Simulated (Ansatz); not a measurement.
TaO₃: do energies and stresses tell the same story?

Theory: DFT r2SCAN, scalar-relativistic, plane waves, PAW (Ansatz).

Cutoff 500 eV; k points 10×10×10 on the computed 4-atom cell (Γ-centred); Gaussian smearing, width 0.10 eV; collinear spin from starting moments 0 0.38 0.38 0.38 μB.

Relaxed cell: Pm-3m, a = 3.928 Å, b = 3.928 Å, c = 3.928 Å, α = 90.00°, β = 90.00°, γ = 90.00°, 4 atoms in the primitive cell. Whether it is the stable form of this composition wasn't checked.

Energies at zero smearing and pressures from the stress tensor, at volumes with shape and atoms relaxed:
| V (Å³/atom) | E − E(first) (meV/atom) | P (GPa) |
| --- | --- | --- |
| 14.238 | 0.00 | 14.34 |
| 14.693 | -29.36 | 6.58 |
| 15.147 | -38.40 | -0.02 |
| 15.602 | -30.13 | -5.65 |
| 16.056 | -7.11 | -10.44 |

**Question.** Check P = −dE/dV between neighbouring volumes, and get the bulk modulus from the pressures alone.

**Answer.** With 1 eV/Å³ = 160.2 GPa:
```
middle V (Å³/atom)  −ΔE/ΔV (GPa) mean P (GPa)
            14.466        10.353        10.461
            14.920         3.187         3.280
            15.375        -2.916        -2.837
            15.829        -8.117        -8.045
```

The two differ by 0.11 GPa at most. The mean of two end pressures misses the average over a step by about ΔV² P″/12, up to 0.10 GPa here; with that taken off 0.01 GPa remains. Around V = 15.147 Å³/atom, the two neighbours give B = −V ΔP/ΔV = 15.147 × 12.23 / 0.909 = 203.9 GPa, against B0 = 203.1 GPa from the Birch–Murnaghan fit of the energies.

The state reached may not be the lowest one. Spin-orbit coupling is left out, which matters for the bands of heavy elements.

Only this magnetic start was tried.